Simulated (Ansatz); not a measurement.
Input:

SiNi:
```cif
data_Ni4Si4
_chemical_formula_sum 'Ni4 Si4'
_space_group_name_H-M_alt 'I41md'
_space_group_IT_number 109
_space_group_name_Hall 'I 4bw -2'
_cell_length_a 2.67730
_cell_length_b 2.67730
_cell_length_c 13.73994
_cell_angle_alpha 90.000
_cell_angle_beta 90.000
_cell_angle_gamma 90.000
loop_
_atom_site_label
_atom_site_type_symbol
_atom_site_symmetry_multiplicity
_atom_site_Wyckoff_symbol
_atom_site_fract_x
_atom_site_fract_y
_atom_site_fract_z
_atom_site_occupancy
Ni1 Ni 4 a 0.00000 0.00000 0.76049 1
Si1 Si 4 a 0.00000 0.00000 0.15551 1
```
(The calculation used a cell of 4 atoms; values per cell refer to that cell.)

This is the PBE-relaxed structure.

Question: All from DFT-PBE in the program Ansatz with PAW potentials, unless another level is named. Give the electronic character.

Answer: metallic (no gap).

Question: What about the formation energy from the elements (no fitted shifts)?

Answer: -0.29 eV/atom.

Question: Give the density of states at the Fermi level.

Answer: 0.67 states/eV per atom (mean over ±0.08 eV).

Space group I4_1md. The cell is a constructed one: a structure type filled with these elements; neither database checked (COD, Materials Project) lists it. It is not the phase usual at ambient conditions (space group No. 62). Symmetry was held in the PBE relaxation; whether a distortion lowers the energy is not shown. The workflow began spin-polarised and lost its moments. The references are the lowest solids computed at this level, not always the standard phases.

Potentials: the later of the program's two PAW sets.
